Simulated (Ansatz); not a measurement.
## Pressure against volume in La2SnO4

The structure comes from a proposed guess, relaxed at this level; another structure or a mixture of phases may lie lower.

Theory: DFT PBE, scalar-relativistic, plane waves, PAW in Ansatz 0.2.0. Settings of the last relaxation (7-atom cell): 420 eV, 10×10×10 k points, Gaussian smearing of 0.02 eV, no spin polarisation.

Space group I4mm (No. 107). a = 4.092 Å, b = 4.092 Å, c = 14.578 Å, α = 90.00°, β = 90.00°, γ = 90.00°
```tsv
atom	site	symmetry	x	y	z
La	2a	4mm	0.0000	0.0000	0.3649
La	2a	4mm	0.5000	0.5000	0.1918
Sn	2a	4mm	0.0000	0.0000	0.0300
O	4b	2mm.	0.0000	0.5000	0.4711
O	4b	2mm.	0.5000	0.0000	0.2655
```

The cell was set to several volumes, with shape and atoms relaxed at each where symmetry leaves them free. Pressure is positive in compression, and energies count from the lowest row.

```tsv
row	V (Å³/atom)	P (GPa)	ΔE (meV/atom)	gap on mesh (eV)
1	15.345	8.74	44.8	1.99
2	15.868	?	?	?
3	16.391	2.98	8.7	1.89
4	16.914	1.26	2.0	1.84
5	17.438	0.00	0.0	1.78
6	17.961	-0.91	1.5	1.72
7	18.484	-1.68	5.7	1.64
8	19.181	-2.26	14.1	1.53
```

Problem. Find B = −V·ΔP/ΔV from rows 4 and 6 and from rows 1 and 3, and from the two its slope B′ and its value B0 at zero pressure.

Solution. Rows 4 and 6 give −(16.914 + 17.961)/2 × (-0.91 − (1.26))/(17.961 − 16.914) = 36.1 GPa at a mean pressure of 0.17 GPa. Rows 1 and 3 give −(15.345 + 16.391)/2 × (2.98 − (8.74))/(16.391 − 15.345) = 87.4 GPa at a mean pressure of 5.86 GPa. So B′ = (87.4 − 36.1)/(5.86 − (0.17)) = 9.02 and B0 = 36.1 − 9.02 × (0.17) = 34.6 GPa. A third-order Birch–Murnaghan fit to all the energies gives B0 = 37.0 GPa and B′ = 10.0.

Problem. Estimate the pressure and energy of row 2.

Solution. From row 5, V0 = 17.438 × (1 + (0.00)/34.6) = 17.438 Å³/atom. Murnaghan's form P = (B0/B′)·[(V0/V)^B′ − 1] gives (34.6/9.02) × [(17.438/15.868)^9.02 − 1] = 5.15 GPa; the computed pressure is 5.46 GPa, so the estimate is off by -0.31 GPa. The work of compression from row 3, with the mean of the two pressures, gives ΔE = 8.7 + (5.15 + 2.98)/2 × (16.391 − 15.868)/160.2 × 1000 = 22.0 meV/atom (1 eV/Å³ = 160.2 GPa); the computed value is 22.1 meV/atom.

Problem. Fit the gap against pressure through the other rows and estimate it at the computed pressure of row 2.

Solution. Over the 7 rows the mean pressure is 1.1614 GPa and the mean gap is 1.770 eV. The sums of products of deviations are S_xx = 86.17 and S_xy = 3.175, so the slope is 3.175/86.17 = 0.03685 (r = 0.90, rms misfit 0.06 eV). At 5.46 GPa the line gives 1.770 + (0.03685) × (5.46 − 1.1614) = 1.93 eV. The computed value is 1.94 eV, so the line is off by -0.01 eV, less than the largest miss among the fitted rows (0.11 eV). The rows follow a line poorly: the gap bends, or the lowest transition changes along the series.

Kohn–Sham gaps at this level usually fall short of measured ones. All volumes keep the k mesh of the relaxed cell. A later test with randomly moved atoms came back to the same energy, though modes that don't fit the test's cell weren't probed.
